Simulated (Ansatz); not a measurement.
## TeBr6, one structure, two calculations

Cell: a Materials Project structure (computed, not necessarily an observed phase), taken as it stands.

```cif
data_TeBr6
_symmetry_space_group_name_H-M 'P4/mnc'
_symmetry_Int_Tables_number 128
_cell_length_a 7.4280
_cell_length_b 7.4280
_cell_length_c 11.0806
_cell_angle_alpha 90.000
_cell_angle_beta 90.000
_cell_angle_gamma 90.000
loop_
_atom_site_label
_atom_site_type_symbol
_atom_site_symmetry_multiplicity
_atom_site_Wyckoff_symbol
_atom_site_fract_x
_atom_site_fract_y
_atom_site_fract_z
Te Te 2 a 0.5000 0.5000 0.5000
Br3 Br 4 e 0.5000 0.5000 0.2684
Br7 Br 8 h 0.7810 0.7053 0.5000
```

One atom of each set is listed.

First run. Method: Kohn–Sham DFT in Ansatz, PBE, plane waves and PAW, scalar-relativistic, 420 eV cutoff, Γ-centred 4×4×3 k-points, Fermi–Dirac smearing 0.02 eV.

| site | V_zz (10²¹ V/m²) | η |
| --- | --- | --- |
| Te | -1.33 | 0.00 |
| Br3 | 72.4 | 0.00 |
| Br7 | 69.1 | 0.08 |

Second run. The same atoms and settings, except that the mesh is 5×5×3 and the Fermi–Dirac smearing is 0.05 eV.

(1) What does the second run give?

## Answers

(1) 

```csv
site,V_zz,η,change of V_zz
Te,-1.11,0.00,+0.22
Br3,70.3,0.00,-2.03
Br7,68.1,0.05,-0.95
```

The largest change of V_zz is on Br3, from 72.4 to 70.3. In per cent, |V_zz| changes by -3 to -1 on Br (all sites that start above 2).

Without spin–orbit coupling the gradients at and beside Te can be off by some per cent, at some sites by more. Semilocal functionals make gaps too small and can close them, so the real compound need not be a metal.
